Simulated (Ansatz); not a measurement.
The cell below belongs to a search over invented structures; it isn't taken from experiment.

Input and command of a plane-wave DFT calculation in Ansatz:

```yaml
crystal:
  lattice:
    - [5.5803199455, 0.0, 0.0]
    - [0.0, 5.425411074, 0.0]
    - [-1.7119359526, 0.0, 5.3125915286]
  atoms:
    - { symbol: Sb, position: [0.8197741423, 0.5, 0.0842250763] }
    - { symbol: S, position: [0.3840351263, 0.0, 0.1266546171] }
    - { symbol: S, position: [0.9745294751, 0.0, 0.5554542406] }
    - { symbol: S, position: [0.7654965932, 0.0, 0.1826433219] }
    - { symbol: Au, position: [0.4675740991, 0.5, 0.626780796], spin: 1.0 }
    - { symbol: Au, position: [0.3241215203, 0.5, 0.1120345553], spin: 1.0 }
    - { symbol: Au, position: [0.9655785735, 0.5, 0.6110978629], spin: 1.0 }
basis:
  ecutwfc: 420
kpoints:
  mp_grid: { grid: [4, 4, 4] }
hamiltonian:
  xc: pbe
scf:
  occupations: { method: gaussian, width: 0.1 }
  lower_state_search: "off"
output:
  forces: true
  stress: true
  eigenvalues: true
  populations: true
magnetization:
  spin_polarized: true
```

```bash
ansatz run input.yaml --threads 1 --pin off --max-ram 2560MiB --backend cpu --events-out ev --progress --plain --runs-dir out
```

Processor: Arm Neoverse V1, 1 thread, on a host shared with other jobs.

Problem. Estimate time, memory and problem size.

Solution. About 100 s, peak memory 0.62 GiB. It solves 56 bands at 30 k points (after reduction by symmetry) with about 3127 plane waves, in 16 SCF iterations.
